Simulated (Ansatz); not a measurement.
Relativity in Ir

```
Ir
1.0
     0.00000    1.92696    1.92696
     1.92696    0.00000    1.92696
     1.92696    1.92696    0.00000
Ir
1
Direct
  0.00000 0.00000 0.00000
```

Structure from Materials Project entry mp-101 (possibly hypothetical), not relaxed further.

Spin polarisation is left out, and whether a magnetic state lies lower isn't shown here.

One fixed cell is solved with PBE by all-electron LAPW in Ansatz 0.2.0 under different relativistic treatments. Pressure is positive in compression.

Sampling and basis: a Γ-centred 18×18×18 k mesh, Fermi–Dirac smearing of 0.03 eV, basis error target 0.5 meV/atom, no spin polarisation.

| setting | P (GPa) |
| --- | --- |
| scalar-relativistic | 4.57 |
| non-relativistic | 41.23 |
| with spin–orbit coupling | 5.19 |
| scalar-relativistic, point nuclei | 4.53 |
